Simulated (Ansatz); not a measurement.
**Ba$_{2}$CoAg$_{2}$Se$_{2}$O$_{2}$: one input, then a changed one**

The cell comes from COD entry 4338064, which wasn't checked; take it as a given geometry.

First run: DFT, LDA, PAW with Ansatz's default frozen-core files, scalar-relativistic (Ansatz 0.2.0).

Command: `ansatz run input.yaml --threads 4 --pin off --max-ram 16384MiB --backend cpu --events-out ev --progress --plain --runs-dir out` The run took 2.6 min on 4 threads of Arm Neoverse V2, with other jobs on the host, peak memory 2.2 GiB.

```yaml
crystal:
  lattice:
    - [-2.11162, 2.11162, 10.01795]
    - [2.11162, -2.11162, 10.01795]
    - [2.11162, 2.11162, -10.01795]
  atoms:
    - { symbol: Ba, position: [0.41181, 0.41181, 0.0] }
    - { symbol: Ba, position: [0.58819, 0.58819, 0.0] }
    - { symbol: Co, position: [0.0, 0.0, 0.0], spin: 2.0 }
    - { symbol: Ag, position: [0.75, 0.25, 0.5] }
    - { symbol: Ag, position: [0.25, 0.75, 0.5] }
    - { symbol: Se, position: [0.16254, 0.16254, 0.0] }
    - { symbol: Se, position: [0.83746, 0.83746, 0.0] }
    - { symbol: O, position: [0.5, 0.0, 0.5] }
    - { symbol: O, position: [0.0, 0.5, 0.5] }
magnetization:
  spin_polarized: true
kpoints:
  mp_grid: { grid: [11, 11, 11] }
  band_path:
    path:
      - [0.0, 0.0, 0.0]
      - [0.0, 0.0, 0.5]
      - [0.25, 0.25, 0.25]
      - [0.0, 0.5, 0.0]
      - [0.0, 0.0, 0.0]
      - [0.5, 0.5, -0.5]
      - [0.2611074361, 0.7388925639, -0.2611074361]
      - [-0.2611074361, 0.2611074361, 0.2611074361]
      - [0.0, 0.0, 0.0]
    npoints: 14
scf:
  occupations: { method: fermi_dirac, width: 0.08 }
hamiltonian:
  xc: lda
  pseudopotentials: { kind: paw }
output:
  forces: true
  stress: true
  eigenvalues: true
  efg: { contact_densities: true }
  populations: true
  bader: true
  dos: { projected: true, de: 0.2, e_range: [-14, 8] }
  write_density: true
  write_potential: true
  elf: true
  volumetric_format: npy
```

Result: converged; pressure -6.97 GPa; largest force 0.233 eV/Å; moment 2.53 μB; 17 SCF iterations.

Semilocal functionals without U often leave such compounds metallic or with too small a gap, and the real magnetic order may differ.

No spin–orbit coupling, which matters for the heavy atoms here.

A second input differs as follows:

```diff
@@ -17,5 +17,5 @@
   spin_polarized: true
 kpoints:
-  mp_grid: { grid: [11, 11, 11] }
+  mp_grid: { grid: [0, 11, 11] }
   band_path:
     path:
@@ -32,4 +32,5 @@
 scf:
   occupations: { method: fermi_dirac, width: 0.08 }
+  max_iter: 75
 hamiltonian:
   xc: lda
@@ -41,9 +42,3 @@
   efg: { contact_densities: true }
   populations: true
-  bader: true
-  dos: { projected: true, de: 0.2, e_range: [-14, 8] }
-  write_density: true
-  write_potential: true
-  elf: true
-  volumetric_format: npy
```

Question: What is wrong with it, and what does the program do?

Answer: The fault is a mesh with a zero or a mesh and a spacing. The run refused before any iteration. The log ends:
```
Error: invalid value for `kpoints.mp_grid.grid`: each dimension must be in 1..=255
```
